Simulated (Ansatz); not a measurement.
**Collinear states of MoSe**

Computed with Ansatz 0.2.0, DFT r2SCAN, scalar-relativistic, plane waves, PAW.

```
CELL_PARAMETERS angstrom
0.00000 2.78889 2.78889
2.78889 0.00000 2.78889
2.78889 2.78889 0.00000
ATOMIC_POSITIONS crystal
Mo 0.00000 0.00000 0.00000
Se 0.25000 0.25000 0.25000
```

```json
{"plane-wave cutoff": "500 eV", "Γ-centred k-mesh": "14×14×14", "occupation rule": "Gaussian smearing, 0.1 eV", "list of starting moments (μB, in atom order)": "3.5 0", "check for lower electronic states after the SCF": "off"}
```

All runs keep this geometry, which isn't relaxed for the lowest state (largest force there 0.000 eV/Å, pressure 5.4 GPa) and needn't be a stable compound; relaxing each order would shift the differences by some 10 meV/atom, going by the pressures and a bulk modulus of about 150 GPa. r2SCAN tends to overstate moments in metals, so a weak moment here may be absent in the real material. Site moments are spin moments in atom-centred spheres that scale with the neighbour distance. The states are those that the runs reached from these starts; a lower one can exist. No antiferromagnetic start is among these.

Task: Starts tried: no spin; large parallel starting moments. Which state comes out lowest, and what are the moments?

Result: Of the states reached here, with no antiferromagnetic start among them, the lowest is ferromagnetic, reached from the start “large parallel starting moments”, with site moments (μB) Mo +0.90.

```tsv
start	ends	energy above lowest (meV/atom)	site moments (μB)	gap on mesh (eV)	P (GPa)
no spin	non-magnetic	55.5	none over 0.05	metal	2.7
large parallel starting moments	ferromagnetic	0.00	Mo +0.90	metal	5.4
```

Cost: 2 runs of about 0.62 core-minutes in all, on Intel Xeon 6975P-C (Granite Rapids) (shared hosts).